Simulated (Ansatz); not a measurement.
ScF3:
```cif
data_F3Sc
_chemical_formula_sum 'Sc1 F3'
_space_group_name_H-M_alt 'Pm-3m'
_space_group_IT_number 221
_space_group_name_Hall '-P 4 2 3'
_cell_length_a 4.02136
_cell_length_b 4.02136
_cell_length_c 4.02136
_cell_angle_alpha 90.000
_cell_angle_beta 90.000
_cell_angle_gamma 90.000
loop_
_atom_site_label
_atom_site_type_symbol
_atom_site_symmetry_multiplicity
_atom_site_Wyckoff_symbol
_atom_site_fract_x
_atom_site_fract_y
_atom_site_fract_z
_atom_site_occupancy
Sc1 Sc 1 a 0.00000 0.00000 0.00000 1
F1 F 3 d 0.00000 0.00000 0.50000 1
```

Relaxed with PBEsol. 

Q: HSE06 on this cell (Ansatz, an electronic-structure program, PAW) gives a gap of 8.84 eV. What does PBEsol give?

A: 6.26 eV.

Cost on shared cores: the PBEsol run (SCF on a 7×7×7 mesh, then bands and DOS) roughly 19 core-seconds, the HSE06 run (SCF on 5×5×5, then a few points) roughly 2.3 core-minutes; the tasks are unlike.

The first step of the workflow began from a Materials Project structure, measured or hypothetical; the Crystallography Open Database files this formula in space group No. 221, but the cells were not matched. Its standing as an ambient phase is unchecked. Symmetry was held in the PBEsol relaxation; its stability against distortions is not shown here. No spin polarisation was allowed.

Potentials: the earlier of the program's two PAW sets. The files were generated under PBE; for other functionals the program regenerates the frozen cores, and for LDA and PBEsol the local potential too.

Ansatz is a plane-wave DFT program.
